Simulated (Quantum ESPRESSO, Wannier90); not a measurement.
**Wannierisation of InP (zinc blende)**

Structure: Materials Project mp-20351, symmetrised, not relaxed again. COD (Crystallography Open Database) has an entry of this formula and space group (matched by these alone). Level: LDA, no spin polarisation, no spin-orbit coupling; pw.x of Quantum ESPRESSO at 56 Ry with PseudoDojo potentials, 10×10×10 k-points, Wannier90. Density: 10×10×10 mesh, Gaussian smearing 0.01 Ry. Spin-orbit coupling is left out although heavy elements are present.

```
begin unit_cell_cart
ang
    0.0000000000    2.9519750000    2.9519750000
    2.9519750000    0.0000000000    2.9519750000
    2.9519750000    2.9519750000    0.0000000000
end unit_cell_cart
mp_grid = 10 10 10
```

Which shells of neighbouring k-points and which b-vectors and weights does Wannier90 pick for this cell and mesh?


```
 *---------------------------------- K-MESH ----------------------------------*
 +----------------------------------------------------------------------------+
 |                    Distance to Nearest-Neighbour Shells                    |
 |                    ------------------------------------                    |
 |          Shell             Distance (Ang^-1)          Multiplicity         |
 |          -----             -----------------          ------------         |
 |             1                   0.184331                      8            |
 |             2                   0.212847                      6            |
 |             3                   0.301011                     12            |
 |             4                   0.352967                     24            |
 |             5                   0.368662                      8            |
 |             6                   0.425694                      6            |
 |             7                   0.463889                     24            |
 |             8                   0.475940                     24            |
       ... (lines left out)
 +----------------------------------------------------------------------------+
 | The b-vectors are chosen automatically                                     |
 | The following shells are used:                       1                     |
 +----------------------------------------------------------------------------+
 |                        Shell   # Nearest-Neighbours                        |
 |                        -----   --------------------                        |
 |                          1               8                                 |
 +----------------------------------------------------------------------------+
 | Completeness relation is fully satisfied [Eq. (B1), PRB 56, 12847 (1997)]  |
 +----------------------------------------------------------------------------+
 |                  b_k Vectors (Ang^-1) and Weights (Ang^2)                  |
 |                  ----------------------------------------                  |
 |            No.         b_k(x)      b_k(y)      b_k(z)        w_b           |
 |            ---        --------------------------------     --------        |
 |             1         0.106423    0.106423   -0.106423    11.036608        |
 |             2         0.106423   -0.106423    0.106423    11.036608        |
 |             3        -0.106423    0.106423    0.106423    11.036608        |
 |             4         0.106423    0.106423    0.106423    11.036608        |
 |             5        -0.106423   -0.106423    0.106423    11.036608        |
 |             6        -0.106423    0.106423   -0.106423    11.036608        |
 |             7         0.106423   -0.106423   -0.106423    11.036608        |
 |             8        -0.106423   -0.106423   -0.106423    11.036608        |
```
